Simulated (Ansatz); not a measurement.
Relaxation of a generated cell, TaSi2 placed in the AlB2 structure type; 3 atoms in the cell, which starts as P6/mmm (No. 191), hP3; a = 4.2040 Å, b = 4.2040 Å, c = 4.5520 Å, α = 90.00°, β = 90.00°, γ = 120.00°. Level of theory: PBEsol (plane waves to 420 eV, PAW, scalar-relativistic; Ansatz, a program for electronic structure). Γ-centred k-mesh 6×6×5 on the run's cell (coarser than for final values), Fermi–Dirac smearing 0.05 eV. This is the first round of the run. 

The optimiser's lines from the output (shortened; P is positive under compression):

```
relax step   1: F+E_penalty+E_count = -11045.21101421 eV  Δ(F+E_penalty+E_count) = +0.000e0 eV  max|allowed force component| = 8.018e-17 eV/Å  Δτ_max = 0.0000 Å  P = -22.931 GPa  Ω = 69.672 Å³  (6 SCF iters, dr2 threshold 1.00e-7 eV, accepted)
relax step   2: F+E_penalty+E_count = -11046.25729659 eV  Δ(F+E_penalty+E_count) = -1.046e0 eV  max|allowed force component| = 2.591e-16 eV/Å  Δτ_max = 0.0000 Å  P = -21.946 GPa  Ω = 62.857 Å³  (6 SCF iters, dr2 threshold 3.00e-7 eV, accepted)
relax step   3: F+E_penalty+E_count = -11047.13132610 eV  Δ(F+E_penalty+E_count) = -8.740e-1 eV  max|allowed force component| = 6.168e-17 eV/Å  Δτ_max = 0.0000 Å  P = -19.533 GPa  Ω = 57.172 Å³  (6 SCF iters, dr2 threshold 3.00e-7 eV, accepted)
relax step   4: F+E_penalty+E_count = -11047.84058210 eV  Δ(F+E_penalty+E_count) = -7.093e-1 eV  max|allowed force component| = 1.357e-16 eV/Å  Δτ_max = 0.0000 Å  P = -15.098 GPa  Ω = 52.385 Å³  (6 SCF iters, dr2 threshold 3.00e-7 eV, accepted)
relax step   5: F+E_penalty+E_count = -11048.34977542 eV  Δ(F+E_penalty+E_count) = -5.092e-1 eV  max|allowed force component| = 2.282e-16 eV/Å  Δτ_max = 0.0000 Å  P = -9.448 GPa  Ω = 48.684 Å³  (6 SCF iters, dr2 threshold 3.00e-7 eV, accepted)
relax step   6: F+E_penalty+E_count = -11048.69134186 eV  Δ(F+E_penalty+E_count) = -3.416e-1 eV  max|allowed force component| = 1.480e-16 eV/Å  Δτ_max = 0.0000 Å  P = -6.398 GPa  Ω = 46.649 Å³  (6 SCF iters, dr2 threshold 3.00e-7 eV, accepted)
relax step   7: F+E_penalty+E_count = -11048.84682210 eV  Δ(F+E_penalty+E_count) = -1.555e-1 eV  max|allowed force component| = 3.701e-16 eV/Å  Δτ_max = 0.0000 Å  P = +0.979 GPa  Ω = 43.935 Å³  (6 SCF iters, dr2 threshold 3.00e-7 eV, accepted)
relax step   8: F+E_penalty+E_count = -11049.05384046 eV  Δ(F+E_penalty+E_count) = -2.070e-1 eV  max|allowed force component| = 1.665e-16 eV/Å  Δτ_max = 0.0000 Å  P = +5.403 GPa  Ω = 42.683 Å³  (6 SCF iters, dr2 threshold 3.00e-7 eV, accepted)
relax step   9: F+E_penalty+E_count = -11049.61419564 eV  Δ(F+E_penalty+E_count) = -5.604e-1 eV  max|allowed force component| = 1.665e-16 eV/Å  Δτ_max = 0.0000 Å  P = +5.304 GPa  Ω = 41.916 Å³  (6 SCF iters, dr2 threshold 3.00e-7 eV, accepted)
relax step  10: F+E_penalty+E_count = -11049.53656822 eV  Δ(F+E_penalty+E_count) = +7.763e-2 eV  max|allowed force component| = 3.331e-16 eV/Å  Δτ_max = 0.0000 Å  P = +11.648 GPa  Ω = 41.077 Å³  (6 SCF iters, dr2 threshold 3.00e-7 eV, rejected (line search))
relax step  11: F+E_penalty+E_count = -11049.72148493 eV  Δ(F+E_penalty+E_count) = -1.073e-1 eV  max|allowed force component| = 1.912e-16 eV/Å  Δτ_max = 0.0000 Å  P = -0.553 GPa  Ω = 43.179 Å³  (7 SCF iters, accepted)
relax step  12: F+E_penalty+E_count = -11049.72649834 eV  Δ(F+E_penalty+E_count) = -5.013e-3 eV  max|allowed force component| = 1.850e-16 eV/Å  Δτ_max = 0.0000 Å  P = -0.224 GPa  Ω = 43.122 Å³  (6 SCF iters, dr2 threshold 3.00e-7 eV, accepted)
relax step  13: F+E_penalty+E_count = -11049.72695778 eV  Δ(F+E_penalty+E_count) = -4.594e-4 eV  max|allowed force component| = 2.282e-16 eV/Å  Δτ_max = 0.0000 Å  P = +0.062 GPa  Ω = 43.062 Å³  (6 SCF iters, dr2 threshold 3.00e-7 eV, accepted)
relax step  14: F+E_penalty+E_count = -11049.72696024 eV  Δ(F+E_penalty+E_count) = -2.458e-6 eV  max|allowed force component| = 1.049e-16 eV/Å  Δτ_max = 0.0000 Å  P = -0.023 GPa  Ω = 43.084 Å³  (6 SCF iters, dr2 threshold 2.75e-8 eV, accepted)
relax step  15: F+E_penalty+E_count = -11049.72696194 eV  Δ(F+E_penalty+E_count) = -1.700e-6 eV  max|allowed force component| = 2.776e-16 eV/Å  Δτ_max = 0.0000 Å  P = +0.000 GPa  Ω = 43.078 Å³  (7 SCF iters, dr2 threshold 2.15e-9 eV, accepted)
relax step  16: F+E_penalty+E_count = -11049.72623466 eV  Δ(F+E_penalty+E_count) = +7.273e-4 eV  max|allowed force component| = 2.035e-16 eV/Å  Δτ_max = 0.0000 Å  P = -0.007 GPa  Ω = 43.078 Å³  stress off target by 2.97e-2 GPa  SCF on the basis re-selected at this cell (its energy is not comparable with the rows above)  (9 SCF iters)
relax step  17: F+E_penalty+E_count = -11049.72623547 eV  Δ(F+E_penalty+E_count) = -8.018e-7 eV  max|allowed force component| = 5.551e-17 eV/Å  Δτ_max = 0.0000 Å  P = +0.000 GPa  Ω = 43.076 Å³  (7 SCF iters, dr2 threshold 2.21e-9 eV, accepted)
relax step  18: F+E_penalty+E_count = -11049.72623547 eV  Δ(F+E_penalty+E_count) = +7.276e-12 eV  max|allowed force component| = 4.626e-17 eV/Å  Δτ_max = 0.0000 Å  P = +0.000 GPa  Ω = 43.076 Å³  stress off target by 6.45e-4 GPa  SCF on the basis re-selected at this cell (its energy is not comparable with the rows above)  (10 SCF iters)
```

From the first to the last row the energy changes by -1.51 eV/atom and the volume by -38.2 %. The last row is marked as not comparable with the walk above it, whose basis was carried along; it does compare with step 1, since both stand on a basis selected at the nominal cutoff for their own cell.

Step 10 was rejected by the optimiser.

Later rounds, restarted from the end of this one on a renewed k-mesh, logged 11 more steps. The final structure after all rounds: P6/mmm (No. 191), hP3; a = b = 4.366 Å, c = 2.627 Å, α = β = 90.00°, γ = 120.00°. Between re-selections the logged energies stand on a plane-wave basis carried along with the cell. No spin polarisation in the result. The relaxed primitive cell holds an odd number of electrons. A magnetic state may lie lower.

The run could not lower the symmetry of its start; a shaken copy of this end point relaxes with PBEsol to I4/mmm (No. 139), 0.43 eV/atom lower.

The relaxed structure here is a generated cell of TaSi2: the first start was made by placing the elements on the sites of a structure type, and the end was not matched to a known phase here, so it may be hypothetical. Known forms of TaSi2 include space group No. 181.
